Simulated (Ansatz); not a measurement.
# From the elastic tensor of AlN at 7 GPa (stress–strain coefficients) to moduli and sound speeds

Level of theory: DFT LDA, scalar-relativistic, plane waves, PAW (Ansatz 0.2.0). Plane waves to 420 eV; Γ-centred k mesh 12×12×6; fixed occupations. No spin polarisation.

It takes space group P6_3mc (No. 186, hexagonal). The conventional cell has a = 3.059 Å, b = 3.059 Å, c = 4.884 Å, α = 90.00°, β = 90.00°, γ = 120.00°. Al (site symmetry 3m) has 4 N at 1.86 to 1.87 Å as nearest neighbours. N (site symmetry 3m) has 4 Al at 1.86 to 1.87 Å as nearest neighbours.

Relaxed-ion constants (GPa, on the Cartesian axes of the calculation):
```
424.0 172.0 139.2   0.0   0.0   0.0
172.0 424.0 139.2   0.0   0.0   0.0
139.2 139.2 387.9   0.0   0.0   0.0
  0.0   0.0   0.0 117.6   0.0   0.0
  0.0   0.0   0.0   0.0 117.6   0.0
  0.0   0.0   0.0   0.0   0.0 126.0
```

Density 3.439 g/cm³; 4 atoms in 39.58 Å³.

The values that follow are for a polycrystal of randomly turned grains, by Hill's mean where one number stands.

```
Bulk modulus, Voigt / Reuss / Hill          : 237.4 / 236.1 / 236.8 GPa
Shear modulus, Voigt / Reuss / Hill         : 124.6 / 124.1 / 124.4 GPa
Young's modulus                             : 317 GPa
Poisson ratio                               : 0.277
Pugh ratio B/G                              : 1.90
Universal anisotropy index                  : 0.03
Longitudinal and transverse sound speeds    : 10819 and 6013 m/s
Debye temperature from the mean sound speed : 929 K
```

Cost: 1 run of about 3.7 core-minutes, on Intel Xeon Platinum 8259CL (Skylake/Cascade Lake) (shared hosts).